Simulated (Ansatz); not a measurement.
ZrC (rock salt)

```xyz
2
Lattice="0.0000 2.3544 2.3544 2.3544 0.0000 2.3544 2.3544 2.3544 0.0000" Properties=species:S:1:pos:R:3 pbc="T T T"
C      0.0000     0.0000     0.0000
Zr     2.3544     2.3544     2.3544
```

The slice is a {110} plane (indices of the conventional cell) through the point (0.000, 0.000, 0.000) (fractional), spanned by u = [100] and v = [1 -1 -1] in vectors of this cell: u (3.33 Å) and v (4.71 Å, at 90° to u). It covers one period; positions are fractions (u, v).

Computed with PBE (plane waves to 420 eV, PAW, scalar-relativistic; Ansatz, a first-principles code). k mesh 17×17×17. These are valence fields of a PAW run, semicore shells included where kept as valence: close to a nucleus they are smooth pseudo fields. ZrC is run without spin polarisation. ZrC was relaxed with its symmetry unable to fall.

Three fields on this plane, each scaled to ten steps between its own extremes (0 low, 9 high; the total valence density on a logarithmic scale, the potential cut 8 eV below its top; x marks points blanked near nuclei; v = 0 in the bottom row):

Map A
```
|xxxxxx731137xxxxx|
|xxxxx97322379xxxx|
|xxxxx96322369xxxx|
|xxxx9753223579xxx|
|x7765432222345677|
|22211122222211122|
|x3210001221000123|
|xxxx0001111000xxx|
|xxxxx00011000xxxx|
|xxxxx10011001xxxx|
|xxxxxx001100xxxxx|
|xxxxxx001100xxxxx|
|xxxxxx001100xxxxx|
|xxxxx10011001xxxx|
|xxxxx00011000xxxx|
|xxxx0001111000xxx|
|x3210001221000123|
|22211122222211122|
|x7765432222345677|
|xxxx9753223579xxx|
|xxxxx96322369xxxx|
|xxxxx97322379xxxx|
|xxxxxx731137xxxxx|
|xxxxxx731137xxxxx|
```

Map B
```
|xxxxxx532235xxxxx|
|xxxxx64211246xxxx|
|xxxxx53211235xxxx|
|xxxx5421001245xxx|
|x8754210000124578|
|77653200000023567|
|x9863100000013689|
|xxxx5210000125xxx|
|xxxxx52111125xxxx|
|xxxxx73211237xxxx|
|xxxxxx422224xxxxx|
|xxxxxx422224xxxxx|
|xxxxxx422224xxxxx|
|xxxxx73211237xxxx|
|xxxxx52111125xxxx|
|xxxx5210000125xxx|
|x9863100000013689|
|77653200000023567|
|x8754210000124578|
|xxxx5421001245xxx|
|xxxxx53211235xxxx|
|xxxxx64211246xxxx|
|xxxxxx532235xxxxx|
|xxxxxx532235xxxxx|
```

Map C
```
|xxxxxx888888xxxxx|
|xxxxx89888898xxxx|
|xxxxx99988999xxxx|
|xxxx8999999998xxx|
|x4578999999998754|
|01246799999976421|
|x0002579999752000|
|xxxx0268998620xxx|
|xxxxx04788740xxxx|
|xxxxx02688620xxxx|
|xxxxxx057750xxxxx|
|xxxxxx057750xxxxx|
|xxxxxx057750xxxxx|
|xxxxx02688620xxxx|
|xxxxx04788740xxxx|
|xxxx0268998620xxx|
|x0002579999752000|
|01246799999976421|
|x4578999999998754|
|xxxx8999999998xxx|
|xxxxx99988999xxxx|
|xxxxx89888898xxxx|
|xxxxxx888888xxxxx|
|xxxxxx887788xxxxx|
```

### Question
Assign the maps to these fields: electron localisation function (ELF); valence electron density; electrostatic potential energy of an electron, from the cell's mean.

### Answer
A is the electron localisation function (ELF); B is the valence electron density; C is the electrostatic potential energy of an electron, from the cell's mean.
